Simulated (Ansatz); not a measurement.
Independent-particle absorption of MnS (F-43m, a = 5.647 Å, b = 5.647 Å, c = 5.647 Å, α = 90.00°, β = 90.00°, γ = 90.00°), no local fields or excitons, 0.1 eV broadening. Computed with DFT r2SCAN, scalar-relativistic, plane waves, PAW (Ansatz).

Plane waves to 500 eV, a k mesh through Γ of 12×12×12 on the computed 2-atom cell and Gaussian smearing (0.02 eV); collinear spin from starting moments 4.76 0.12 μB. The spectrum is summed on a 18×18×18 mesh.

```
CELL_PARAMETERS angstrom
0.00000 2.82336 2.82336
2.82336 0.00000 2.82336
2.82336 2.82336 0.00000
ATOMIC_POSITIONS crystal
Mn 0.00000 0.00000 0.00000
S 0.25000 0.25000 0.25000
```

photon energy (eV), ε2,xx and a bar:
```
      0.0       0.00
      0.4       0.00
      0.8       0.00
      1.0       0.00
      1.4       0.37 #
      1.8       0.51 ##
      2.2       0.55 ##
      2.6       0.59 ##
      2.8       0.61 ##
      3.2       0.68 ##
      3.6       0.82 ###
      4.0       1.24 ####
      4.4       2.90 ##########
      4.6       3.42 ###########
      5.0       9.05 ##############################
      5.4       7.55 #########################
      5.8       8.42 ############################
      6.2       6.99 #######################
      6.4       7.16 ########################
      6.8       7.38 ########################
      7.2       5.48 ##################
      7.6       4.67 ###############
      8.0       4.41 ###############
      8.2       4.65 ###############
      8.6       4.71 ################
      9.0       4.57 ###############
      9.4       3.45 ###########
      9.8       2.34 ########
     10.0       3.27 ###########
     10.4       3.84 #############
     10.8       3.33 ###########
     11.2       3.09 ##########
     11.6       2.73 #########
     11.8       2.48 ########
     12.2       1.71 ######
     12.6       1.39 #####
```

The strongest peak lies near 5.0 eV. ε∞ (xx, yy, zz) = 5.3, 5.3, 5.3.

This zinc-blende form isn't the usual stable structure of the compound.

Cost: 1 run of about 6.6 core-minutes, on Intel Xeon Processor @ 2.50GHz (Skylake/Cascade Lake) (shared hosts).